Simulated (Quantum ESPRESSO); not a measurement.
```
CELL_PARAMETERS angstrom
      3.14099     0.00000     0.00000
     -1.57050     2.72018     0.00000
      0.00000     0.00000    16.10000
ATOMIC_POSITIONS crystal
  S  0.66667 0.33333 0.90320
  S  0.66667 0.33333 0.09680
  Mo 0.00000 0.00000 0.00000
```

The layer was cut from Materials Project entry mp-1434 and relaxed with PBEsol in a cell 16.1 Å high, with the Coulomb interaction truncated along z.

Problem. What does PBEsol (Quantum ESPRESSO, PseudoDojo norm-conserving, 80 Ry, no spin-orbit coupling) give for the electronic structure near the Fermi level?

Solution. The PBEsol gap is direct, 1.81 eV at K. The valence-band maximum lies 5.95 eV below the vacuum level. Spin-orbit splittings are left out.
